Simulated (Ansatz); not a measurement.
Level of theory: Ansatz, DFT PBE, scalar-relativistic, plane waves, PAW. Cutoff 420 eV, Γ-centred meshes of about 0.25 Å⁻¹ or finer for metals and 0.3 Å⁻¹ for insulators (2π included), Gaussian smearing. No spin polarisation.

All energies are static (0 K, no zero-point motion).

Two relaxed structures of LaTa₂GeN₃:

A.

```yaml
crystal:
  lattice:
    - [4.00139, 0.00000, 0.00000]
    - [0.00000, 4.00139, 0.00000]
    - [0.00000, 0.00000, 7.26298]
  atoms:
    - { symbol: La, position: [0.50000, 0.50000, 0.04121] }
    - { symbol: Ta, position: [0.50000, 0.50000, 0.60884] }
    - { symbol: Ta, position: [0.00000, 0.00000, 0.72461] }
    - { symbol: Ge, position: [0.00000, 0.00000, 0.37265] }
    - { symbol: N, position: [0.50000, 0.00000, 0.79502] }
    - { symbol: N, position: [0.00000, 0.50000, 0.79502] }
    - { symbol: N, position: [0.50000, 0.50000, 0.35220] }
```

B.

```yaml
crystal:
  lattice:
    - [5.30699, 0.00000, 0.00000]
    - [-2.28912, 5.25022, 0.00000]
    - [-0.51197, -2.98171, 5.41927]
  atoms:
    - { symbol: La, position: [0.59927, 0.07984, 0.52812] }
    - { symbol: Ta, position: [0.70844, 0.46904, 0.20287] }
    - { symbol: Ta, position: [0.97629, 0.00366, 0.02817] }
    - { symbol: Ge, position: [0.04927, 0.69851, 0.62484] }
    - { symbol: N, position: [0.36412, 0.21729, 0.24390] }
    - { symbol: N, position: [0.84320, 0.24267, 0.95991] }
    - { symbol: N, position: [0.70942, 0.78899, 0.16218] }
```

Problem. Which form is favoured at zero pressure, and by what margin per atom?

Solution. B is lower, by 118 meV/atom. A has space group P4mm (No. 99), 16.6 Å³/atom and no gap on its mesh; B has space group P1 (No. 1), 21.6 Å³/atom and a gap of 0.56 eV. Counting Ge or N atoms around La and Ta (for each partner element, those within 1.25 times its shortest distance or 1.15 times the sum of covalent radii, where it is the nearest in units of that sum or under 1.3; a plus sign parts groups by distance over the sum of covalent radii; a slash parts the counts of unlike sites), A has La 1+4+4, Ta 5/1+4+4 and B has La 5, Ta 4. The lower one is the more open, so pressure narrows the difference. Both come from trial cells of a structure search.

These runs have no spin–orbit coupling, which can matter for Ta. Kohn–Sham gaps at this level usually fall short of measured ones. Trial moments fell under 0.15 μB along the way in P4mm; another start might hold them. With atoms moved at random, B came back. A had no clear such test and can be a saddle point.
